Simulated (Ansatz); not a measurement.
Au (diamond, Fd-3m) under volume change, plane-wave PAW PBEsol (Ansatz code), scaled uniformly.

```
V (Å³/atom)  E − E(relaxed) (meV/atom)  P (GPa)
-----------  -------------------------  -------
24.903                            58.1     8.41
25.724                            24.0     5.02
26.545                             5.6     2.26
27.366                             0.0     0.00
28.187                             4.9    -1.85
29.008                            18.4    -3.36
29.829                            38.9    -4.60
```

What does a third-order Birch–Murnaghan fit give for V₀, B₀ and B′?

V₀ = 27.36 Å³/atom, B₀ = 68.2 GPa, B′ = 5.7.

The start of the workflow was typed in or built on a structure type; neither database checked (COD, Materials Project) lists it. It is not the phase usual at ambient conditions (space group No. 225). The cell was relaxed with PBEsol under the symmetry of its start. At this level the phase is mechanically unstable. Spin–orbit coupling is left out wherever it is not named.

Potentials: the later of the program's two PAW sets.
